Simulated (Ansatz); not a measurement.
CdGeAs₂:
```yaml
crystal:
  lattice:
    - [-2.99194, 2.99194, 5.65799]
    - [2.99194, -2.99194, 5.65799]
    - [2.99194, 2.99194, -5.65799]
  atoms:
    - { symbol: Cd, position: [0.25000, 0.75000, 0.50000] }
    - { symbol: Cd, position: [0.50000, 0.50000, 0.00000] }
    - { symbol: Ge, position: [0.00000, 0.00000, 0.00000] }
    - { symbol: Ge, position: [0.75000, 0.25000, 0.50000] }
    - { symbol: As, position: [0.87500, 0.34575, 0.97075] }
    - { symbol: As, position: [0.65425, 0.62500, 0.52925] }
    - { symbol: As, position: [0.37500, 0.90425, 0.02925] }
    - { symbol: As, position: [0.09575, 0.12500, 0.47075] }
```

Relaxed with HSE06. Special points in fractions of this cell's reciprocal vectors: Γ (0.000, 0.000, 0.000); X (0.000, 0.000, 0.500); P (0.250, 0.250, 0.250); N (0.000, 0.500, 0.000); M (0.500, 0.500, -0.500); S (0.320, 0.680, -0.320); S0 (-0.320, 0.320, 0.320); R (-0.140, 0.140, 0.500); G (0.500, 0.500, -0.140).

Question: List the band energies nearest the valence-band maximum at these points for plane-wave PAW HSE06 (Ansatz code).

Answer: In eV from the valence-band maximum; about four levels below and three above (degenerate sets whole), none deeper than 8.9 eV; points with the same levels are listed once.

```
k                         below                above
-  ----------------------------  -------------------
Γ  -2.39 -2.39 -0.23 -0.23 0.00       0.44 1.82 2.32
X       -1.25 -1.25 -0.73 -0.73  1.26 1.26 3.14 3.14
P       -1.18 -1.18 -1.12 -1.12  1.95 1.95 2.69 2.69
N       -2.28 -1.73 -1.39 -0.80       2.41 2.65 3.31
M       -2.07 -2.07 -1.18 -1.18  1.95 1.95 2.16 2.16
S       -2.29 -1.98 -1.15 -0.63       1.95 2.65 2.72
R       -1.34 -1.34 -1.03 -1.03  1.65 1.65 3.61 3.61
```

Space group I-42d (chalcopyrite). Symmetry was held in the HSE06 relaxation. The hybrid was solved on a coarse mesh, the path and, where they were found, the r²SCAN edge points; its band edges are the extreme levels among these. Spin–orbit coupling is left out wherever it is not named.

Potentials: the later of the program's two PAW sets.
